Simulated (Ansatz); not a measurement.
Relaxation of a generated cell, HfO2 built in the pyrite structure type; 12 atoms in the cell, which starts as Pa-3 (No. 205), cP12; a = 4.974 Å, b = 4.974 Å, c = 4.974 Å, α = 90.00°, β = 90.00°, γ = 90.00°. Level of theory: PBEsol (plane waves to 420 eV, PAW, scalar-relativistic; Ansatz, an electronic-structure program). Γ-centred k-mesh 4×4×4 on the run's cell (coarser than for final values), Fermi–Dirac smearing 0.05 eV. This is the first round of the run. 

The optimiser's lines from the output (shortened; P is positive under compression):

```
relax step   1: F+E_penalty+E_count = -66896.49466029 eV  Δ(F+E_penalty+E_count) = +0.000e0 eV  max|allowed force component| = 2.714e0 eV/Å  Δτ_max = 0.0000 Å  P = +25.230 GPa  Ω = 123.046 Å³  (9 SCF iters, dr2 threshold 1.00e-7 eV, accepted)
relax step   2: F+E_penalty+E_count = -66901.30772566 eV  Δ(F+E_penalty+E_count) = -4.813e0 eV  max|allowed force component| = 7.057e-1 eV/Å  Δτ_max = 0.1950 Å  P = -2.990 GPa  Ω = 135.652 Å³  (8 SCF iters, dr2 threshold 1.20e-6 eV, accepted)
relax step   3: F+E_penalty+E_count = -66901.82366928 eV  Δ(F+E_penalty+E_count) = -5.159e-1 eV  max|allowed force component| = 4.122e-1 eV/Å  Δτ_max = 0.0648 Å  P = -1.172 GPa  Ω = 135.314 Å³  (7 SCF iters, dr2 threshold 1.20e-6 eV, accepted)
relax step   4: F+E_penalty+E_count = -66902.22424201 eV  Δ(F+E_penalty+E_count) = -4.006e-1 eV  max|allowed force component| = 9.929e-2 eV/Å  Δτ_max = 0.1200 Å  P = -0.575 GPa  Ω = 135.926 Å³  (7 SCF iters, dr2 threshold 1.20e-6 eV, accepted)
relax step   5: F+E_penalty+E_count = -66902.26932001 eV  Δ(F+E_penalty+E_count) = -4.508e-2 eV  max|allowed force component| = 2.163e-2 eV/Å  Δτ_max = 0.0554 Å  P = -0.323 GPa  Ω = 136.018 Å³  (7 SCF iters, dr2 threshold 8.26e-7 eV, accepted)
relax step   6: F+E_penalty+E_count = -66902.27312666 eV  Δ(F+E_penalty+E_count) = -3.807e-3 eV  max|allowed force component| = 2.286e-3 eV/Å  Δτ_max = 0.0192 Å  P = +0.033 GPa  Ω = 135.876 Å³  (7 SCF iters, dr2 threshold 2.61e-7 eV, accepted)
relax step   7: F+E_penalty+E_count = -66902.27310131 eV  Δ(F+E_penalty+E_count) = +2.535e-5 eV  max|allowed force component| = 1.375e-4 eV/Å  Δτ_max = 0.0025 Å  P = -0.001 GPa  Ω = 135.896 Å³  (8 SCF iters, dr2 threshold 2.74e-9 eV, accepted)
relax step   8: F+E_penalty+E_count = -66902.35526390 eV  Δ(F+E_penalty+E_count) = -8.216e-2 eV  max|allowed force component| = 1.546e-3 eV/Å  Δτ_max = 0.0000 Å  P = +0.991 GPa  Ω = 135.896 Å³  stress off target by 9.91e-1 GPa  SCF on the basis re-selected at this cell (its energy is not comparable with the rows above)  (8 SCF iters)
relax step   9: F+E_penalty+E_count = -66902.35507346 eV  Δ(F+E_penalty+E_count) = +1.904e-4 eV  max|allowed force component| = 1.586e-4 eV/Å  Δτ_max = 0.0023 Å  P = +0.041 GPa  Ω = 136.408 Å³  (6 SCF iters, dr2 threshold 1.20e-6 eV, accepted)
relax step  10: F+E_penalty+E_count = -66902.35499455 eV  Δ(F+E_penalty+E_count) = +7.891e-5 eV  max|allowed force component| = 7.601e-6 eV/Å  Δτ_max = 0.0002 Å  P = +0.000 GPa  Ω = 136.430 Å³  (4 SCF iters, dr2 threshold 4.16e-9 eV, accepted)
relax step  11: F+E_penalty+E_count = -66902.35772616 eV  Δ(F+E_penalty+E_count) = -2.732e-3 eV  max|allowed force component| = 4.263e-5 eV/Å  Δτ_max = 0.0000 Å  P = +0.009 GPa  Ω = 136.430 Å³  stress off target by 8.64e-3 GPa  SCF on the basis re-selected at this cell (its energy is not comparable with the rows above)  (7 SCF iters)
```

From the first to the last row the energy changes by -0.49 eV/atom and the volume by +10.9 %. The last row is marked as not comparable with the walk above it, whose basis was carried along; it does compare with step 1, since both stand on a basis selected at the nominal cutoff for their own cell.

Energy and pressure jump between steps 7 and 8 at one geometry, where the plane-wave basis was selected anew. While the cell walks, the set of plane waves is carried along, so its effective cutoff drifts with the strain; re-selecting it at 420 eV moved the energy by -0.007 eV/atom and the pressure by 1.0 GPa. Only step 1 and rows on a re-selected basis compare with each other.

Later rounds, restarted from the end of this one on a renewed k-mesh, logged 2 more steps and released under 1 meV/atom more. The final structure after all rounds: Pa-3 (No. 205), cP12; a = b = c = 5.1480 Å, α = β = γ = 90.00°. Between re-selections the logged energies stand on a plane-wave basis carried along with the cell. No spin polarisation in the result.

The run could not lose the symmetry of its start: the end is stationary, and may be a saddle point rather than a minimum.

The relaxed structure here is a generated cell of HfO2: the first start was made by placing the elements on the sites of a structure type, and the end was not matched to a known phase here, so it may be hypothetical. Known forms of HfO2 include space group No. 14, 29, 137, 225.
